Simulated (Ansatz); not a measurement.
KMgH3 (cubic perovskite, Pm-3m), the program Ansatz at the r²SCAN level (PAW), all energies at zero smearing, with the estimated change up to a 700 eV cutoff added, with one set of potentials and settings (totals compare only within such a set). Cell of 5 atoms (1 K, 1 Mg, 3 H): -3518.523 eV.

```csv
element,reference phase,E (eV/atom)
K,"Im-3m, 1 atoms in the cell",-1542.4813
Mg,"P6_3/mmc, 2 atoms in the cell",-1926.4086
H,"P2_12_12_1, 8 atoms in the cell",-15.9458
```

Formation energy per atom, worked out: (-3518.523 − 1×(-1542.4813) − 1×(-1926.4086) − 3×(-15.9458))/5 = -0.359 eV/atom (-35 kJ per mol of atoms), at 0 K, without zero-point energy or fitted corrections.

The first step of the workflow began from a Materials Project structure, measured or hypothetical; the Crystallography Open Database files this formula in space group No. 221, but the cells were not matched. Whether it is the stable phase at ambient conditions was not checked. Symmetry was held in the r²SCAN relaxation; its stability against distortions is not shown here. The references are the lowest solids computed at this level, not always the standard phases (solids in place of the gases).

Potentials: the later of the program's two PAW sets.
